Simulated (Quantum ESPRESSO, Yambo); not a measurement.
AgBr (rock salt, space group Fm-3m, No. 225) under isotropic strain (on all lattice vectors), counted from the cell relaxed with PBEsol, atoms relaxed at each step. norm-conserving PBEsol (Quantum ESPRESSO, 82 Ry, without SOC); G0W0 in Yambo (4×4×4 Γ-centred k mesh, bands 5 to 114 and a 10 Ry block in the screening, 114 bands in G with the Bruneval-Gonze terminator, plasmon pole fitted at 27.2 eV).

| strain s (%) | PBEsol direct gap at Γ (eV) | G0W0 direct gap at Γ (eV) |
|---|---|---|
| -3 | ? | ? |
| -1.5 | 2.746 | 4.069 |
| -0.7 | 2.650 | 3.975 |
| 0 | 2.571 | 3.896 |
| +1 | 2.466 | 3.800 |
| +2 | 2.368 | 3.703 |

Q: Fit a parabola in s to each column by least squares and predict the withheld row.

A: PBEsol: E = 2.571 − 0.1100 s + 0.0042 s² (largest residual 1 meV), giving 2.939 eV at s = -3; the run gave 2.943 eV, a miss of 4 meV. G0W0: E = 3.898 − 0.1063 s + 0.0046 s² (largest residual 3 meV), giving 4.259 eV at s = -3; the run gave 4.269 eV, a miss of 10 meV. The withheld row lies outside the fitted range, so this is an extrapolation. The GW settings are held fixed; their convergence isn't established. Spin-orbit splittings are left out.
